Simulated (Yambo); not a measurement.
Yambo run on Li₄MgN₃H₃ (space group Imm2, No. 44). The wavefunctions are LDA (Quantum ESPRESSO, PseudoDojo norm-conserving, 84 Ry, scalar-relativistic) ones on a 4×4×4 mesh (20 occupied bands); a = b = c = 6.150 Å, α = 145.09°, β = 59.01°, γ = 134.02°.

Yambo input:

```
rim_cut
gw0
dyson
el_el_corr
HF_and_locXC
cohsex
em1s
RandQpts= 1000000
RandGvec= 1 Ry
EXXRLvcs= 84 Ry
VXCRLvcs= 336 Ry
Chimod= "HARTREE"
% BndsRnXs
 9 | 105 |
%
NGsBlkXs= 6 Ry
% LongDrXs
 1.0 | 1.0 | 1.0 |
%
ExtendOut
% QPkrange
 1 | 1 | 20 | 21 |
%
```

k points by index: 1 = Γ.

The o-*.qp file then holds:

```
#    K-point    Band    Eo [eV]    E [eV]    E-Eo [eV]    Vxc [eV]    Vnlxc [eV]    Sc|Eo [eV]    Re(Z)    Im(Z)
#
    1    20    0.000000    -2.628221    -2.628221    -16.08564    -19.99338    1.279524    1.000000    0.000000
    1    21    2.497138    2.603356    0.106218    -10.85156    -6.471231    -4.274112    1.000000    0.000000
```
(The two width columns are left out.) Convergence of these settings isn't established.

Geometry of the Materials Project entry, not relaxed at this level.

The structure is a Materials Project entry; no match was found in the copy of COD used, and its stability was not checked.
